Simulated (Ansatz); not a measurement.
Input and output of a relaxation of cell and atoms on a 12-atom cell of Ba3CaF8 built on the fluorite structure (relaxed group Cmmm) (Ansatz 0.2.0, PBEsol). It starts from the PBE minimum.

Input file:
```yaml
crystal:
  lattice:
    - [4.268318946, -6.0887013624, 0.0]
    - [4.268318946, 6.0887013624, 0.0]
    - [0.0, 0.0, 4.3137769924]
  atoms:
    - { symbol: Ba, position: [0.0, 0.5, 0.0] }
    - { symbol: F, position: [0.3872978828, 0.1500856686, 0.5] }
    - { symbol: F, position: [0.1500856686, 0.3872978828, 0.5] }
    - { symbol: Ca, position: [0.5, 0.5, 0.5] }
    - { symbol: F, position: [0.8750853899, 0.1249146101, 0.0] }
    - { symbol: F, position: [0.613638641, 0.386361359, 0.0] }
    - { symbol: Ba, position: [0.0, 0.0, 0.5] }
    - { symbol: F, position: [0.386361359, 0.613638641, 0.0] }
    - { symbol: F, position: [0.1249146101, 0.8750853899, 0.0] }
    - { symbol: Ba, position: [0.5, 0.0, 0.0] }
    - { symbol: F, position: [0.8499143314, 0.6127021172, 0.5] }
    - { symbol: F, position: [0.6127021172, 0.8499143314, 0.5] }
kpoints:
  mp_grid: { grid: [4, 4, 6] }
hamiltonian:
  xc: pbesol
scf:
  occupations: { method: fermi_dirac, width: 0.02 }
relax:
  f_tol: 0.005
  cell: {}
```

Wall time 31 s on 1 × NVIDIA H100 80GB HBM3 with 2 threads of AMD EPYC 7R13 Processor (Zen 3), with other jobs on the host, load about 1.0 per core; peak host memory 1 GiB.

What the program printed (shortened):
```
Functional definition: PBEsol
Crystal: 12 atoms, lattice volume = 224.217 Å³
Basis set: ecut = 420 eV, 4365 PW (Γ)
Bands: 60, of which v1, the nominal top of the filled ones, is band 48 counted from 1 (47 counted from 0)
Symmetry: 8 space group operations
Space group: Cmmm (ITA 65)
k-points: 28 of 96
relax step 1: F+E_penalty+E_count = -25809.15798537 eV  max|allowed force component| = 3.741e-2 eV/Å  Δτ_max = 0.0000 Å  P = -3.014 GPa  Ω = 224.217 Å³
relax step 2: F+E_penalty+E_count = -25809.03034788 eV  max|allowed force component| = 5.453e-1 eV/Å  Δτ_max = 0.0580 Å  P = +5.637 GPa  Ω = 200.179 Å³  (rejected)
relax step 3: F+E_penalty+E_count = -25809.28477076 eV  max|allowed force component| = 1.127e-1 eV/Å  Δτ_max = 0.0197 Å  P = -0.169 GPa  Ω = 214.129 Å³
relax step 4: F+E_penalty+E_count = -25809.29013767 eV  max|allowed force component| = 3.122e-2 eV/Å  Δτ_max = 0.0199 Å  P = +0.050 GPa  Ω = 213.663 Å³
relax step 5: F+E_penalty+E_count = -25809.29022976 eV  max|allowed force component| = 9.551e-4 eV/Å  Δτ_max = 0.0039 Å  P = +0.001 GPa  Ω = 213.770 Å³
relax step 6: F+E_penalty+E_count = -25809.26785205 eV  max|allowed force component| = 9.971e-4 eV/Å  Δτ_max = 0.0000 Å  P = -0.237 GPa  Ω = 213.770 Å³  (SCF on a basis re-selected at this cell)
relax step 7: F+E_penalty+E_count = -25809.27034927 eV  max|allowed force component| = 1.076e-3 eV/Å  Δτ_max = 0.0006 Å  P = -0.024 GPa  Ω = 213.108 Å³
relax step 8: F+E_penalty+E_count = -25809.26831373 eV  max|allowed force component| = 1.048e-3 eV/Å  Δτ_max = 0.0000 Å  P = -0.035 GPa  Ω = 213.108 Å³  (SCF on a basis re-selected at this cell)
SCF converged after 7 iterations
Free energy (F): -25809.268314 eV
Fermi energy:    6.945851 eV
--- Per-component energies (eV) ---
  E_band       = -472.741406
  E_kinetic    = 2440.724205
  E_local      = -6465.619972
  E_nonlocal   = 829.020939
  E_hartree    = 2411.218307
  E_xc         = -1272.954747
  E_vxc        = -1397.978972
  E_paw        = -17806.647684
  E_vpaw       = -701.340327
  E_ewald      = -5945.938231
  E_core_change = 0.912635
--- Forces (eV/Å), atoms counted from 1 ---
  atom   1  Ba      0.00000      0.00000      0.00000
  atom   2  F     -0.00034    -0.00027      0.00000
  atom   3  F     -0.00034      0.00027      0.00000
  atom   4  Ca      0.00000      0.00000      0.00000
  atom   5  F       0.00000    -0.00016      0.00000
  atom   6  F       0.00000      0.00105      0.00000
  atom   7  Ba      0.00000      0.00000      0.00000
  atom   8  F       0.00000    -0.00105      0.00000
  atom   9  F       0.00000      0.00016      0.00000
  atom  10  Ba      0.00000      0.00000      0.00000
  atom  11  F       0.00034    -0.00027      0.00000
  atom  12  F       0.00034      0.00027      0.00000
--- Stress (GPa, compression-positive) ---
       -0.031793       0.000000       0.000000
        0.000000      -0.039955       0.000000
        0.000000       0.000000      -0.034733
  P = ⅓ Tr σ = -0.0355 GPa (-0.355 kbar)
--- Relaxed structure (6 steps of the walk, 5 accepted, 2 SCFs on fresh bases) ---
  F+E_penalty+E_count = -25809.26831373 eV   max|allowed force component| = 1.048e-3 eV/Å
  cell:  # Å, volume = 213.1078 Å³
    - [4.197069, -5.990043, 0.000000]
    - [4.197069, 5.990043, 0.000000]
    - [0.000000, 0.000000, 4.238316]
  atoms:
    - { symbol: Ba, position: [0.000000, 0.500000, 0.000000] }
    - { symbol: F, position: [0.387174, 0.150307, 0.500000] }
    - { symbol: F, position: [0.150307, 0.387174, 0.500000] }
    - { symbol: Ca, position: [0.500000, 0.500000, 0.500000] }
    - { symbol: F, position: [0.875149, 0.124851, 0.000000] }
    - { symbol: F, position: [0.613278, 0.386722, 0.000000] }
    - { symbol: Ba, position: [0.000000, 0.000000, 0.500000] }
    - { symbol: F, position: [0.386722, 0.613278, 0.000000] }
    - { symbol: F, position: [0.124851, 0.875149, 0.000000] }
    - { symbol: Ba, position: [0.500000, 0.000000, 0.000000] }
    - { symbol: F, position: [0.849693, 0.612826, 0.500000] }
    - { symbol: F, position: [0.612826, 0.849693, 0.500000] }
```

The walk took 6 steps and changed the volume by -5.0 %. The last SCF, on a fresh basis, lies 9.2 meV an atom below the first. Final cell: the symmetry is Cmmm (No. 65, orthorhombic); a = 8.394 Å, b = 11.980 Å, c = 4.238 Å in the conventional setting, 17.76 Å³ an atom. Around Ba lie 8 F at 2.58–2.66 Å; around F lie 1 Ca at 2.40 Å and 3 Ba at 2.65–2.66 Å; around Ca lie 8 F at 2.40–2.52 Å; around F lie 4 Ba at 2.58–2.59 Å; around F lie 2 Ca at 2.52 Å and 2 Ba at 2.66 Å; around Ba lie 8 F at 2.59–2.66 Å.

Note: simulated data, non-magnetic, for a generated structure that need not be the stable one.
